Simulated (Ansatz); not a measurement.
A calculation with the code Ansatz. Plane-wave DFT: natural occupations of the f shells on orthogonalised atomic orbitals at the end of the run, rising, by spin; atoms or cell relaxed as the task says.

```
cell
1.0
     7.5793    0.0000    0.0000
     0.0000   -7.5793    0.0000
     0.0000    0.0000   -7.5793
Eu In Pt
4 4 16
Direct
  0.5000 0.0000 0.0000
  0.0000 0.5000 0.0000
  0.0000 0.0000 0.5000
  0.5000 0.5000 0.5000
  0.7500 0.7500 0.7500
  0.2500 0.2500 0.7500
  0.2500 0.7500 0.2500
  0.7500 0.2500 0.2500
  0.3755 0.3755 0.1245
  0.8755 0.8755 0.1245
  0.8755 0.3755 0.6245
  0.3755 0.8755 0.6245
  0.1245 0.1245 0.1245
  0.6245 0.6245 0.1245
  0.6245 0.1245 0.6245
  0.1245 0.6245 0.6245
  0.3755 0.1245 0.3755
  0.8755 0.6245 0.3755
  0.8755 0.1245 0.8755
  0.3755 0.6245 0.8755
  0.1245 0.3755 0.3755
  0.6245 0.8755 0.3755
  0.6245 0.3755 0.8755
  0.1245 0.8755 0.8755
```

Starting moments (μB): Eu number 1 7.22, Eu number 2 7.22, Eu number 3 7.22, Eu number 4 7.22; others 0.

cell charge: 0 e
spin: collinear
scf start: atoms
lower state search: off
functional: PBEsol
wave cutoff: 420 eV
k mesh: 3, 3, 3
k shift: 0, 0, 0 mesh steps
gaussian smearing: 0.05 eV
task: single point

Q: How are the f shells occupied at the end?

A: 

```json
{"shell atom": "1", "shell element": "Eu", "shell spin": "up", "shell occupation 1 (e)": "0.94", "shell occupation 2 (e)": "0.94", "shell occupation 3 (e)": "0.94", "shell occupation 4 (e)": "0.95", "shell occupation 5 (e)": "0.95", "shell occupation 6 (e)": "0.95", "shell occupation 7 (e)": "0.95"}
{"shell atom": "1", "shell element": "Eu", "shell spin": "down", "shell occupation 1 (e)": "0.01", "shell occupation 2 (e)": "0.01", "shell occupation 3 (e)": "0.01", "shell occupation 4 (e)": "0.01", "shell occupation 5 (e)": "0.01", "shell occupation 6 (e)": "0.01", "shell occupation 7 (e)": "0.01"}
{"shell atom": "2", "shell element": "Eu", "shell spin": "up", "shell occupation 1 (e)": "0.94", "shell occupation 2 (e)": "0.94", "shell occupation 3 (e)": "0.94", "shell occupation 4 (e)": "0.95", "shell occupation 5 (e)": "0.95", "shell occupation 6 (e)": "0.95", "shell occupation 7 (e)": "0.95"}
{"shell atom": "2", "shell element": "Eu", "shell spin": "down", "shell occupation 1 (e)": "0.01", "shell occupation 2 (e)": "0.01", "shell occupation 3 (e)": "0.01", "shell occupation 4 (e)": "0.01", "shell occupation 5 (e)": "0.01", "shell occupation 6 (e)": "0.01", "shell occupation 7 (e)": "0.01"}
{"shell atom": "3", "shell element": "Eu", "shell spin": "up", "shell occupation 1 (e)": "0.94", "shell occupation 2 (e)": "0.94", "shell occupation 3 (e)": "0.94", "shell occupation 4 (e)": "0.95", "shell occupation 5 (e)": "0.95", "shell occupation 6 (e)": "0.95", "shell occupation 7 (e)": "0.95"}
{"shell atom": "3", "shell element": "Eu", "shell spin": "down", "shell occupation 1 (e)": "0.01", "shell occupation 2 (e)": "0.01", "shell occupation 3 (e)": "0.01", "shell occupation 4 (e)": "0.01", "shell occupation 5 (e)": "0.01", "shell occupation 6 (e)": "0.01", "shell occupation 7 (e)": "0.01"}
{"shell atom": "4", "shell element": "Eu", "shell spin": "up", "shell occupation 1 (e)": "0.94", "shell occupation 2 (e)": "0.94", "shell occupation 3 (e)": "0.94", "shell occupation 4 (e)": "0.95", "shell occupation 5 (e)": "0.95", "shell occupation 6 (e)": "0.95", "shell occupation 7 (e)": "0.95"}
{"shell atom": "4", "shell element": "Eu", "shell spin": "down", "shell occupation 1 (e)": "0.01", "shell occupation 2 (e)": "0.01", "shell occupation 3 (e)": "0.01", "shell occupation 4 (e)": "0.01", "shell occupation 5 (e)": "0.01", "shell occupation 6 (e)": "0.01", "shell occupation 7 (e)": "0.01"}
```

Caveats: 4f shell without a U, which puts 4f levels too near the Fermi level; occupations loosely converged; open f or d shells may hold a state above the lowest.
